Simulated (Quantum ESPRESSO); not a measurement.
MgAl3N3O, input and log of a self-consistent run

Computed values, not a measurement. The program is pw.x of Quantum ESPRESSO 7.5 (plane-wave density functional theory). The cell is made up: 8 atoms on a rocksalt lattice, with randomly drawn elements, strain and displacements, not relaxed. PseudoDojo standard norm-conserving files (v0.5 for PBE, v0.4.1 for LDA and PBEsol) set the functional; there is no spin polarisation, spin-orbit coupling or dispersion term, and the masses in the input are unused placeholders.

Input:

```
&control calculation='scf', pseudo_dir='./dojo.nc.sr.pbe.v0_5.standard.upf', outdir='./o', disk_io='medium', tprnfor=.true., tstress=.true. /
&system ibrav=0, nat=8, ntyp=4, nbnd=26, ecutwfc=84.00895049, nosym=.true., tot_charge=0,
 occupations='smearing', smearing='fd', degauss=0.0018374661
/
&electrons conv_thr=7.350e-09, electron_maxstep=60, /
ATOMIC_SPECIES
Al 1.0 Al.upf
Mg 1.0 Mg.upf
N 1.0 N.upf
O 1.0 O.upf
CELL_PARAMETERS angstrom
4.0808 0.0227 -0.0142
0.0227 4.1368 -0.017
-0.0143 -0.0171 4.1077
ATOMIC_POSITIONS angstrom
Mg -0.0006 -0.023 0.0048
Al -0.0333 2.0574 1.9979
Al 1.9929 0.0306 2.0966
Al 2.0364 2.0733 0.0178
N 2.0102 0.0213 -0.025
N 2.0241 2.0576 2.0527
N 4.0715 0.0171 2.0784
O 4.1062 2.0739 -0.0215
K_POINTS automatic
4 4 4 1 1 1
```

The log is shortened where brackets say so; the opening notice, blank lines, dates and the lines on written files are dropped, and the path of the files is cut. It prints rydbergs, bohrs and kilobars, and counts compression as positive stress. With no partly filled state, the Fermi energy that it prints is only some level between the filled and the empty states on the mesh, and need not lie in the true gap.

```
     Program PWSCF v.7.5
     Parallel version (MPI & OpenMP), running on       1 processor cores
     Number of MPI processes:                 1
     Threads/MPI process:                     1
     [start-up lines left out]
     bravais-lattice index     =            0
     lattice parameter (alat)  =       7.7118  a.u.
     unit-cell volume          =     467.9283 (a.u.)^3
     number of atoms/cell      =            8
     number of atomic types    =            4
     number of electrons       =        40.00
     number of Kohn-Sham states=           26
     kinetic-energy cutoff     =      84.0090  Ry
     charge density cutoff     =     336.0358  Ry
     scf convergence threshold =      7.3E-09
     mixing beta               =       0.7000
     number of iterations used =            8  plain     mixing
     Exchange-correlation= PBE
                           (   1   4   3   4   0   0   0)
     [axes and pseudopotential details left out]
   Cartesian axes
     site n.     atom                  positions (alat units)
         1        Mg     tau(   1) = (  -0.0001470  -0.0056360   0.0011762  )
         2        Al     tau(   2) = (  -0.0081600   0.5041550   0.4895748  )
         3        Al     tau(   3) = (   0.4883496   0.0074984   0.5137608  )
         4        Al     tau(   4) = (   0.4990091   0.5080512   0.0043618  )
         5        N      tau(   5) = (   0.4925889   0.0052195  -0.0061261  )
         6        N      tau(   6) = (   0.4959950   0.5042040   0.5030033  )
         7        N      tau(   7) = (   0.9976996   0.0041903   0.5093009  )
         8        O      tau(   8) = (   1.0062026   0.5081982  -0.0052685  )
     number of k points=    32  Fermi-Dirac smearing, width (Ry)=  0.0018
                       cart. coord. in units 2pi/alat
        k(    1) = (   0.1247531   0.1231402   0.1251310), wk =   0.0625000
        k(    2) = (   0.1256117   0.1241562   0.3735064), wk =   0.0625000
     [further k points left out]
     Dense  grid:    48677 G-vectors     FFT dimensions: (  45,  45,  45)
     Estimated max dynamical RAM per process >      58.26 MB
     Initial potential from superposition of free atoms
     starting charge      39.9918, renormalised to      40.0000
     Starting wfcs are   33 randomized atomic wfcs
     total cpu time spent up to now is        5.0 secs
     per-process dynamical memory:    40.0 Mb
     Self-consistent Calculation
     iteration #  1     ecut=    84.01 Ry     beta= 0.70
     Davidson diagonalization with overlap
     ethr =  1.00E-02,  avg # of iterations =  4.8
     total cpu time spent up to now is       12.1 secs
     total energy              =    -227.92618483 Ry
     estimated scf accuracy    <       1.80605243 Ry
     iteration #  2     ecut=    84.01 Ry     beta= 0.70
     Davidson diagonalization with overlap
     ethr =  4.52E-03,  avg # of iterations =  2.3
     total cpu time spent up to now is       18.5 secs
     total energy              =    -228.49139022 Ry
     estimated scf accuracy    <       1.17350339 Ry
     iteration #  3     ecut=    84.01 Ry     beta= 0.70
     Davidson diagonalization with overlap
     ethr =  2.93E-03,  avg # of iterations =  2.1
     total cpu time spent up to now is       24.5 secs
     total energy              =    -228.67977791 Ry
     estimated scf accuracy    <       0.02234601 Ry
     iteration #  4     ecut=    84.01 Ry     beta= 0.70
     Davidson diagonalization with overlap
     ethr =  5.59E-05,  avg # of iterations =  9.1
     total cpu time spent up to now is       34.1 secs
     total energy              =    -228.69064051 Ry
     estimated scf accuracy    <       0.00704251 Ry
     iteration #  5     ecut=    84.01 Ry     beta= 0.70
     Davidson diagonalization with overlap
     ethr =  1.76E-05,  avg # of iterations =  2.8
     total cpu time spent up to now is       39.8 secs
     total energy              =    -228.69127228 Ry
     estimated scf accuracy    <       0.00232278 Ry
     [iterations 6 to 7 left out]
     iteration #  8     ecut=    84.01 Ry     beta= 0.70
     Davidson diagonalization with overlap
     ethr =  3.43E-08,  avg # of iterations =  3.8
     total cpu time spent up to now is       61.1 secs
     total energy              =    -228.69130288 Ry
     estimated scf accuracy    <       0.00000763 Ry
     iteration #  9     ecut=    84.01 Ry     beta= 0.70
     Davidson diagonalization with overlap
     ethr =  1.91E-08,  avg # of iterations =  2.0
     total cpu time spent up to now is       68.0 secs
     total energy              =    -228.69130335 Ry
     estimated scf accuracy    <       0.00000070 Ry
     iteration # 10     ecut=    84.01 Ry     beta= 0.70
     Davidson diagonalization with overlap
     ethr =  1.75E-09,  avg # of iterations =  3.1
     total cpu time spent up to now is       74.3 secs
     total energy              =    -228.69130357 Ry
     estimated scf accuracy    <       0.00000005 Ry
     iteration # 11     ecut=    84.01 Ry     beta= 0.70
     Davidson diagonalization with overlap
     ethr =  1.25E-10,  avg # of iterations =  2.3
     total cpu time spent up to now is       81.2 secs
     total energy              =    -228.69130357 Ry
     estimated scf accuracy    <       0.00000002 Ry
     iteration # 12     ecut=    84.01 Ry     beta= 0.70
     Davidson diagonalization with overlap
     ethr =  5.20E-11,  avg # of iterations =  2.0
     total cpu time spent up to now is       88.3 secs
     End of self-consistent calculation
          k = 0.1248 0.1231 0.1251 (  6088 PWs)   bands (ev):
   -62.1716 -29.1065 -28.9686 -28.9632  -9.1517  -4.8371  -2.4387  -1.9281
     3.4440   3.7415   4.0073   6.0142   6.8145   6.8729   7.7910   8.1108
     8.7170   9.3771  10.3055  10.6882  14.4379  15.2890  16.2782  17.3386
    17.4014  17.5081
     [levels at the other k points left out]
     the Fermi energy is    12.6608 ev
!    total energy              =    -228.69130358 Ry
     estimated scf accuracy    <          4.2E-10 Ry
     smearing contrib. (-TS)   =       0.00000000 Ry
     internal energy E=F+TS    =    -228.69130358 Ry
     The total energy is F=E-TS. E is the sum of the following terms:
     one-electron contribution =     -89.09780012 Ry
     hartree contribution      =      67.50589100 Ry
     xc contribution           =     -50.15732232 Ry
     ewald contribution        =    -156.94207214 Ry
     convergence has been achieved in  12 iterations
     Forces acting on atoms (cartesian axes, Ry/au):
     atom    1 type  2   force =    -0.01685599    0.00699073    0.00978983
     atom    2 type  1   force =     0.00920640    0.00058327    0.02295140
     atom    3 type  1   force =     0.01082352   -0.01373178   -0.01329756
     atom    4 type  1   force =    -0.00316241    0.00143400   -0.01548087
     atom    5 type  3   force =     0.02415940   -0.00824858    0.02668117
     atom    6 type  3   force =     0.00512495    0.01107598   -0.00830127
     atom    7 type  3   force =    -0.01559180   -0.00525832   -0.03397990
     atom    8 type  4   force =    -0.01370408    0.00715470    0.01163720
     Total force =     0.071807     Total SCF correction =     0.000007
     Computing stress (Cartesian axis) and pressure
          total   stress  (Ry/bohr**3)                   (kbar)     P=       17.59
   0.00048103  -0.00019103   0.00012708           70.76      -28.10       18.69
  -0.00019103  -0.00051762   0.00013634          -28.10      -76.15       20.06
   0.00012708   0.00013634   0.00039525           18.69       20.06       58.14
     init_run     :      4.56s CPU      4.82s WALL (       1 calls)
     electrons    :     76.12s CPU     83.36s WALL (       1 calls)
     forces       :      1.21s CPU      1.23s WALL (       1 calls)
     stress       :      4.54s CPU      4.57s WALL (       1 calls)
     [timing details left out]
     PWSCF        :   1m26.58s CPU   1m34.20s WALL
     JOB DONE.
```

In other units: free energy -3111.504 eV for the cell, pressure 1.76 GPa, largest force component 0.874 eV/Å. A rerun of the same cell at another strain at 1437 eV and a 6 x 6 x 6 mesh moved values by no more than 0.004 eV in energy, 0.02 GPa in stress and 0.008 eV/Å in force.